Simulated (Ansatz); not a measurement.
## BiTe under strong compression

```yaml
crystal:
  lattice:
    - [0.00000, 3.25332, 3.25332]
    - [3.25332, 0.00000, 3.25332]
    - [3.25332, 3.25332, 0.00000]
  atoms:
    - { symbol: Bi, position: [0.00000, 0.00000, 0.00000] }
    - { symbol: Te, position: [0.50000, 0.50000, 0.50000] }
```

The base volume is that of a database entry, so it needn't be at zero pressure; the structure needn't be the stable phase, at rest or compressed.

Its volume is scaled at fixed shape and fractional positions.

All numbers are LDA results (scalar-relativistic) from Ansatz 0.2.0, with a Γ-centred 10×10×10 k mesh, Fermi–Dirac smearing of 0.05 eV, no spin polarisation. Methods: LAPW: all electrons, basis error target 1 meV/atom; PAW: frozen-core files, cutoff 420 eV; norm-conserving: pseudopotentials, cutoff 1120 eV.

Energies are extrapolated to zero smearing and count from the unscaled cell; pressure is positive in compression; gaps take the mesh and a band path. No temperature or zero-point motion is included.

Spin–orbit coupling is left out, which matters for the heavy atoms. The PAW files were made under PBE.

| V/V0 | V (Å³/atom) | P LAPW (GPa) | ΔE LAPW (eV/atom) | P PAW − LAPW (GPa) | ΔE PAW − LAPW (meV/atom) |
| --- | --- | --- | --- | --- | --- |
| 1.00 | 34.43 | -3.49 | 0.000 | -0.02 | 0.0 |
| 0.80 | 27.55 | 12.09 | 0.119 | -0.04 | -1.1 |
| 0.75 | 25.82 | 20.0 | ? | -0.04 | -1.5 |
| 0.45 | 15.49 | 208.9 | 5.599 | 0.01 | -4.3 |

Q: Give the missing entry: row "0.75", column "ΔE LAPW (eV/atom)".

A: 0.289.

Q: From the table, what is the rise of the enthalpy H = E + pV up to the last row, and how stiff is the crystal between the last two rows?

A: ΔH = 5.599 eV + (208.9 GPa × 15.49 Å³ + 3.49 GPa × 34.43 Å³) × 0.006242 eV/(GPa·Å³) = 26.55 eV/atom, of which pV makes 79 %. The mean bulk modulus there is −ΔP/Δln V = 370 GPa.

Q: At the smallest volume, how far does norm-conserving lie from LAPW in pressure?

A: norm-conserving: -2.25 GPa, on a LAPW pressure of 208.9 GPa.
